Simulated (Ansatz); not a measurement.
InP (zinc blende)

```yaml
crystal:
  lattice:
    - [0.00000, 5.95953, 5.95953]
    - [2.97977, 0.00000, 2.97977]
    - [2.97977, 2.97977, 0.00000]
  atoms:
    - { symbol: P, position: [0.37500, 0.75000, 0.75000] }
    - { symbol: P, position: [0.87500, 0.75000, 0.75000] }
    - { symbol: In, position: [0.00000, 0.00000, 0.00000] }
    - { symbol: In, position: [0.50000, 0.00000, 0.00000] }
```

A phonon eigenvector at L = (0.5, 0.0, 0.0) is frozen into this cell: atom i moves by Q times the vector below, so Q is the largest atomic displacement, in Å. The cell is held. It is one choice among 2 degenerate patterns. (q is in reciprocal vectors of the primitive cell; the cell shown is doubled to hold the pattern.)

```
atom       x       y       z
----  ------  ------  ------
P1    -0.285   0.520  -0.805
P2     0.285  -0.520   0.805
In3   -0.067   0.122  -0.188
In4    0.067  -0.122   0.188
```

Computed with PBE (plane waves to 420 eV, PAW, scalar-relativistic; Ansatz, an electronic-structure program). k mesh 5×10×10 (Γ-centred), Fermi-Dirac smearing 0.05 eV. The energy includes the smearing's −TS. InP was relaxed with its symmetry unable to fall. ΔE is measured from the undisplaced structure.

```csv
Q (Å),ΔE (meV/cell)
-0.2800,938
-0.2333,644
-0.1867,409
-0.1400,228
-0.0933,withheld
-0.0467,25
0.0000,0
0.0467,25
0.0933,withheld
0.1400,228
0.1867,409
0.2333,644
0.2800,938
```

**Question.** Fit an even polynomial form (powers 2, 4) to the given rows and predict ΔE at Q = -0.0933.

**Answer.** Least squares on the 11 given rows: ΔE = (11540)·Q² + (5458)·Q⁴, in meV/cell with Q in Å; root-mean-square residual 0.2 meV/cell. At -0.0933 the fit gives 101 meV/cell; the calculation gives 101 meV/cell, the same to the digits shown. The quadratic term alone would give 100 meV/cell.

(For displaced atoms, the force is minus the slope of the energy, and its curvature is a force constant, which sets phonon frequencies.)
